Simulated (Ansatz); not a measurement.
Input:

Ga2PN:
```cif
data_Ga2NP
_chemical_formula_sum 'Ga2 P1 N1'
_space_group_name_H-M_alt 'P3m1'
_space_group_IT_number 156
_space_group_name_Hall 'P 3 -2"'
_cell_length_a 3.50306
_cell_length_b 3.50306
_cell_length_c 5.84365
_cell_angle_alpha 90.000
_cell_angle_beta 90.000
_cell_angle_gamma 120.000
loop_
_atom_site_label
_atom_site_type_symbol
_atom_site_symmetry_multiplicity
_atom_site_Wyckoff_symbol
_atom_site_fract_x
_atom_site_fract_y
_atom_site_fract_z
_atom_site_occupancy
Ga1 Ga 1 a 0.00000 0.00000 0.46642 1
Ga2 Ga 1 c 0.66667 0.33333 0.03970 1
P1 P 1 a 0.00000 0.00000 0.86963 1
N1 N 1 c 0.66667 0.33333 0.37425 1
```

This is the PBEsol-relaxed structure.

**Question.** All from PBEsol (plane waves, PAW; program Ansatz), unless another level is named. Give the bulk modulus (Birch–Murnaghan fit).

**Answer.** 111 GPa.

**Question.** Predict the highest zone-centre frequency.

**Answer.** 69.8 meV.

The start of the workflow was typed in or built on a structure type; neither database checked (COD, Materials Project) lists it. Whether it is the stable phase at ambient conditions was not checked. The cell was relaxed with PBEsol under the symmetry of its start; whether a distortion lowers the energy is not shown.

Potentials: the earlier of the program's two PAW sets. The files were generated under PBE; for other functionals the program regenerates the frozen cores, and for LDA and PBEsol the local potential too.
